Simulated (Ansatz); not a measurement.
Relaxed candidate structures of Cu₂Te:

A. I4/mcm (No. 140), tI12; a = b = 5.234 Å, c = 7.762 Å, α = β = γ = 90.00°; Cu 8h (0.307, 0.193, 0.000); Te 4a (0.000, 0.000, 0.250)

B. P6₃mc (No. 186), hP6; a = b = 4.3246 Å, c = 7.3337 Å, α = β = 90.00°, γ = 120.00°; Cu 2b (0.667, 0.333, 0.430); Cu 2a (0.000, 0.000, 0.490); Te 2b (0.667, 0.333, 0.081)

C. C222 (No. 21), oS12; a = 4.0212 Å, b = 8.5251 Å, c = 8.5110 Å, α = β = γ = 90.00°; Cu 4k (0.250, 0.250, 0.097); Cu 2a (0.000, 0.000, 0.000); Cu 2c (0.000, 0.500, 0.500); Te 4j (0.000, 0.500, 0.215)

D. Pnma (No. 62), oP12; a = 11.0233 Å, b = 4.2807 Å, c = 4.5121 Å, α = β = γ = 90.00°; Te 4c (0.355, 0.250, 0.189); Cu 4c (0.120, 0.250, 0.345); Cu 4c (0.002, 0.750, 0.157)

Problem. Rank these by energy per atom (lowest first), as r2SCAN (plane waves to 500 eV, PAW, scalar-relativistic; Ansatz, a first-principles code) gives it.

Solution. B (reference, the lowest among the structures calculated here), D (+0.03 eV/atom), A (+0.20 eV/atom), C (+0.29 eV/atom)

Each run could gain symmetry but not lose that of its start, so entries can be saddle points. All of these are generated cells (placed on structure types, drawn at random, substituted or restacked) that were not matched to a known phase here. The real structure of this composition may not be among these, and whether this composition forms is not checked here. Energies are at zero temperature and pressure, without zero-point motion. Each cell has its own k-point mesh; energy differences are given only to the digits this allows. No spin polarisation in the result. Spin-orbit coupling is missing; with elements this heavy it can move band edges by tenths of an eV or more.
